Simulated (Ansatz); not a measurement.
Relaxed-ion elastic tensor of YAl$_{2}$ (cubic Laves (MgCu2 type), Fd-3m) in GPa (Voigt order), the program Ansatz at the LDA level (PAW); density 4.10 g/cm³, 19.30 Å³ per atom.

```
      1     2     3     4     5     6
-  ----  ----  ----  ----  ----  ----
1   189  37.6  37.6   0.0   0.0   0.0
2  37.6   189  37.6   0.0   0.0   0.0
3  37.6  37.6   189   0.0   0.0   0.0
4   0.0   0.0   0.0  63.7   0.0   0.0
5   0.0   0.0   0.0   0.0  63.7   0.0
6   0.0   0.0   0.0   0.0   0.0  63.7
```

Problem. Is the crystal mechanically stable?

Solution. Yes: the smallest eigenvalue of C is 63.7 GPa.

Problem. Work out the Voigt, Reuss and Hill averages.

Solution. K_V = 88.2, K_R = 88.2, K_H = 88.2; G_V = 68.6, G_R = 68.1, G_H = 68.3 GPa.

Problem. Give Young's modulus, Poisson's ratio, Pugh's ratio and the universal anisotropy index.

Solution. E = 9KG/(3K + G) = 163 GPa; ν = 0.19; K/G = 1.29 (brittle by the Pugh limit of 1.75); A_U = 5G_V/G_R + K_V/K_R − 6 = 0.04.

Problem. Estimate the sound speeds and the Debye temperature.

Solution. v_l = √((K + 4G/3)/ρ) = 6610 m/s, v_t = √(G/ρ) = 4080 m/s, mean 4500 m/s; Θ = (h/k)(3n/4πV)^(1/3) v_m = 500 K.

Problem. Give the Zener ratio and Young's modulus along [100], [110] and [111].

Solution. A = 2C44/(C11 − C12) = 0.84; 1/E = S11 − 2(S11 − S12 − S44/2)Γ with Γ = 0, 1/4, 1/3 gives 177, 159, 154 GPa.

Problem. Solve the Christoffel equation for the three sound speeds along [100], [110], [111].

Solution. Eigenvalues of C_ijkl n_j n_l equal ρv². In km/s, slowest first: [100] 3.94, 3.94, 6.80; [110] 3.94, 4.30, 6.58; [111] 4.19, 4.19, 6.50.

The first step of the workflow began from a Materials Project structure, measured or hypothetical; the Crystallography Open Database copy checked does not list it. Whether it is the stable phase at ambient conditions was not checked. Symmetry was held in the LDA relaxation; its stability against distortions is not shown here. The run is not spin-polarised. As this level gives no gap, shear constants depend on the k-mesh and smearing (Fermi–Dirac, 0.1 eV here).

Potentials: the later of the program's two PAW sets.
